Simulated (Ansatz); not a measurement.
BaTiO3, a database entry at a rescaled volume

```
Ba Ti O
1.0
     4.06343    0.00000    0.00000
     0.00000    4.06343    0.00000
     0.00000    0.00000    8.16161
Ba Ti O
2 2 6
Direct
  0.00000 0.00000 0.00000
  0.00000 0.00000 0.50000
  0.50000 0.50000 0.24100
  0.50000 0.50000 0.74100
  0.50000 0.50000 0.00800
  0.50000 0.50000 0.50800
  0.50000 0.00000 0.25750
  0.50000 0.00000 0.75750
  0.00000 0.50000 0.25750
  0.00000 0.50000 0.75750
```

Single point in Ansatz 0.2.0 with r2SCAN, no spin polarisation. Cutoff 500 eV, PAW datasets, 6×6×3 Γ-centred k mesh, fermi-dirac filling (width 0.1 eV).

- Stress: The pressure is -8.0 GPa (compression positive), so with the atoms held at these fractions the cell would first shrink. The principal stresses -8.4, -8.4, -7.2 GPa differ, so its shape would change too.
- Band edges: Within 0.7 eV of the edges, the states project mainly on O p (95 %) below the gap and on Ti d (89 %) above it.
- Charges: Bader charges in e: Ba +1.59, Ti +2.30, O -1.30. In the mean Ti gives up most and O takes most.
- Formation energy: -3.39 eV an atom against the elements' usual phases (free molecules for gases, crystals otherwise, with no correction for O₂ or N₂), so it is bound against them; other compounds may still compete. Relaxing would lower it.
- Electronic structure: The gap is 2.07 eV, indirect (the least direct gap found is 2.40 eV). A semilocal functional usually gives too small a gap.

Origin: a database entry at a rescaled volume.
